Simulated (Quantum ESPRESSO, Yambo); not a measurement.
## NaAuO$_{2}$: DFT and GW levels

NaAuO₂ has the monoclinic space group C2/m (No. 12), Pearson symbol mS8. Lattice parameters: a = 6.6240 Å, b = 3.0125 Å, c = 6.1449 Å, α = 90.00°, β = 119.06°, γ = 90.00°. O on 4i is coordinated by 2 Au at 2.007 Å and 3 Na at 2.388–2.443 Å. Na on 2d is coordinated by 6 O at 2.388–2.443 Å (octahedral). Au on 2b is surrounded by 4 O at 2.007 Å (square planar). (Neighbours: up to the widest gap in distance over summed covalent radii, below 1.35, at either atom; cation-cation contacts left out.)
(The calculation used a cell of 4 atoms; values per cell refer to that cell.)

Cell and atoms were relaxed with PBEsol from Materials Project entry mp-997089, within its symmetry.

Starting point: PBEsol (Quantum ESPRESSO, PseudoDojo norm-conserving, 88 Ry, scalar-relativistic). G0W0 in Yambo: 4×4×2 Γ-centred k mesh, bands 6 to 107 and a 8 Ry block in the screening, 107 bands in G with the Bruneval-Gonze terminator, plasmon pole fitted at 27.2 eV.

```
Quantity                                                                                           Result
------------------------------------------------------------------------------------------------  -------
PBEsol gap along the band path                                                                    1.25 eV
PBEsol gap between the mesh's edge points ((0.25, -0.25, 0) → (0, 0.25, -0.5))                    1.43 eV
G0W0 gap between the same points                                                                  3.30 eV
PBEsol smallest direct gap on the mesh (at (0, -0.5, -0.5))                                       2.03 eV
G0W0 direct gap at that point                                                                     4.07 eV
estimate of the fundamental G0W0 gap (path gap plus the correction; the mesh misses a band edge)  3.12 eV
```

| k point | band | E PBEsol (eV) | E QP (eV) | shift (eV) | Z |
|---|---|---|---|---|---|
| Γ | VB | -0.10 | -0.81 | -0.71 | 0.78 |
| Γ | CB | 2.72 | 4.12 | 1.40 | 0.79 |
| (0, 0.25, -0.5) | VB | -0.70 | -1.40 | -0.70 | 0.77 |
| (0, 0.25, -0.5) | CB | 1.43 | 2.59 | 1.16 | 0.81 |
| (0, -0.5, 0) | VB | -0.01 | -0.71 | -0.70 | 0.78 |
| (0, -0.5, 0) | CB | 2.07 | 3.43 | 1.35 | 0.79 |
| (0, -0.5, -0.5) | VB | -0.02 | -0.73 | -0.70 | 0.78 |
| (0, -0.5, -0.5) | CB | 2.01 | 3.35 | 1.34 | 0.80 |
| (0.25, -0.25, 0) | VB | 0.00 | -0.71 | -0.71 | 0.78 |
| (0.25, -0.25, 0) | CB | 2.09 | 3.45 | 1.36 | 0.79 |
| (-0.5, -0.5, 0) | VB | -0.23 | -0.98 | -0.75 | 0.79 |
| (-0.5, -0.5, 0) | CB | 2.85 | 4.28 | 1.43 | 0.79 |
| (-0.5, -0.5, -0.5) | VB | -0.11 | -0.85 | -0.74 | 0.79 |
| (-0.5, -0.5, -0.5) | CB | 2.71 | 4.10 | 1.40 | 0.79 |

Energies count from the PBEsol valence-band maximum.

Nearest settings tried, and what they do to the gap: 46 bands in W, 46 bands in G: +78 meV; 7 Ry block (115 vectors against 143): -27 meV. Not varied: mesh. So the settings aren't converged at that level.

Without spin-orbit coupling, band edges of such heavy elements can be off by tenths of an eV.

The structure is a Materials Project entry; no match was found in the copy of COD used, and its stability was not checked.
